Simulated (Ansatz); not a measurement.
# Al2B3P5: rattling a relaxed structure

It was reached by relaxing an invented guess, and it needn't be the stable form of this composition.

Level of theory: DFT PBE, scalar-relativistic, plane waves, PAW (Ansatz). Plane waves to 420 eV, a k mesh through Γ of 12×12×12 on the computed 10-atom cell and Gaussian smearing (0.02 eV); no spin polarisation.

The cell below (10 atoms, space group I-4m2 (No. 119)) is relaxed within its symmetry.

```
Al B P
1.0
    -1.71710    1.71710   12.79179
     1.71710   -1.71710   12.79179
     1.71710    1.71710  -12.79179
Al B P
2 3 5
Direct
  0.89648 0.89648 0.00000
  0.10352 0.10352 0.00000
  0.50000 0.50000 0.00000
  0.70685 0.70685 0.00000
  0.29315 0.29315 0.00000
  0.45719 0.95719 0.50000
  0.04281 0.54281 0.50000
  0.66419 0.16419 0.50000
  0.25000 0.75000 0.50000
  0.83581 0.33581 0.50000
```

For the test it was strained at random (σ = 1.5 % a component), the atoms were moved at random (σ = 0.10 Å), and all was relaxed again on a coarse 4×4×4 mesh (in the run’s order of axes) with 0.10 eV smearing, with no symmetry imposed.

Question: Does it come back?

Answer: It returns, within 1 meV/atom of the unmoved cell on that mesh and with the same symmetry when read at 0.1 Å. So it is stable against the distortions that fit this cell and that this random move excites. Modes that don't fit the cell aren't tested.
